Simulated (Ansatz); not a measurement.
Input and command of a calculation in Ansatz (plane waves; scalar-relativistic PAW potentials unless the input names others):

```yaml
crystal:
  lattice:
    - [-5.296847862, -5.296847862, 5.296847862]
    - [5.296847862, 5.296847862, 5.296847862]
    - [-5.296847862, 5.296847862, -5.296847862]
  atoms:
    - { symbol: Zn, position: [-0.0065207732, 0.4995764065, 0.5000775356] }
    - { symbol: Zn, position: [0.7506401615, 0.7425062319, 0.500730528] }
    - { symbol: Zn, position: [0.250367666, 0.4995342027, 0.2504006482] }
    - { symbol: Zn, position: [5.10482e-05, 0.7495393971, 0.2429671222] }
    - { symbol: Zn, position: [0.7504245517, -0.0003947836, 0.2504029841] }
    - { symbol: Zn, position: [0.4999988114, 0.4996087295, -0.006579268] }
    - { symbol: Zn, position: [0.2429637256, 0.7495126092, 4.87446e-05] }
    - { symbol: Zn, position: [0.0006585271, -0.0070561426, 0.0006796121] }
    - { symbol: Zn, position: [0.7501240611, 0.2497762069, -0.0069014519] }
    - { symbol: Zn, position: [0.5006736045, 0.7424881397, 0.7506635779] }
    - { symbol: Zn, position: [0.250401501, -0.0004064925, 0.7503947303] }
    - { symbol: Zn, position: [-0.0068782409, 0.2497053807, 0.7501207066] }
    - { symbol: Zn, position: [0.50726329, 0.0061104985, 0.5072505269] }
    - { symbol: Zn, position: [0.2579270125, 0.2567335115, 0.5077994609] }
    - { symbol: Zn, position: [0.5077506585, 0.2566936278, 0.2577987259] }
    - { symbol: S, position: [-0.0089318761, 0.7407451028, -0.0088913313], spin: 0.75 }
    - { symbol: S, position: [0.2505282553, 0.7489360788, 0.7502856205] }
    - { symbol: S, position: [-0.0001463524, -0.0001005966, 0.7505096774] }
    - { symbol: S, position: [0.5010302411, 0.7499427035, 0.5010566339] }
    - { symbol: S, position: [0.2502402201, -0.0007249777, 0.4995556126] }
    - { symbol: S, position: [0.001291772, 0.2502698204, 0.5009359092] }
    - { symbol: S, position: [0.7502728149, 0.7489207885, 0.2505583196] }
    - { symbol: S, position: [0.4995278606, -0.0007312457, 0.2501838937] }
    - { symbol: S, position: [0.2506537761, 0.2491600902, 0.2506356271] }
    - { symbol: S, position: [-0.0002577464, 0.4996195805, 0.2501774056] }
    - { symbol: S, position: [0.7505103643, -4.45645e-05, -0.0001610388] }
    - { symbol: S, position: [0.5009026201, 0.2502921861, 0.0012007023] }
    - { symbol: S, position: [0.2501124718, 0.4996002784, -0.0002391404] }
    - { symbol: S, position: [0.7499169593, 0.2582816837, 0.7498548574], spin: 0.75 }
    - { symbol: S, position: [0.5097935947, 0.4996587621, 0.7509165583], spin: 0.75 }
    - { symbol: S, position: [0.7508376626, 0.4995526551, 0.5096482535], spin: 0.75 }
  host:
    lattice:
      - [0.0, 2.648423931, 2.648423931]
      - [2.648423931, 0.0, 2.648423931]
      - [2.648423931, 2.648423931, 0.0]
    atoms:
      - { symbol: Zn, position: [0.0, 0.0, 0.0] }
      - { symbol: S, position: [0.75, 0.75, 0.75] }
total_charge: -1
basis:
  ecutwfc: "40 Ry/bohr"
  xc_grid: 2
kpoints:
  mp_grid: { grid: [2, 2, 2], shift: [0.5, 0.5, 0.5] }
hamiltonian:
  xc: lda
scf:
  occupations: { method: gaussian, width: 0.01 }
  max_iter: 80
output:
  forces: true
  eigenvalues: true
magnetization:
  spin_polarized: true
```

```bash
ansatz run input.yaml --threads 4 --pin off --max-ram 8192MiB --backend cpu --events-out ev --progress --plain --runs-dir out
```

Question: Will this input run?

Answer: The program refuses it, because of a cutoff in the wrong unit (basis.ecutwfc: 420 → "40 Ry/bohr"). With the sound run's settings it is accepted.

Abridged log:
```
Error: YAML parse error: error: line 48 column 12: unknown unit factor `Ry/bohr`
  --> <input>:48:12
   |
46 | total_charge: -1
47 | basis:
48 |   ecutwfc: "40 Ry/bohr"
   |            ^ unknown unit factor `Ry/bohr`
49 |   xc_grid: 2
50 | kpoints:
   |
```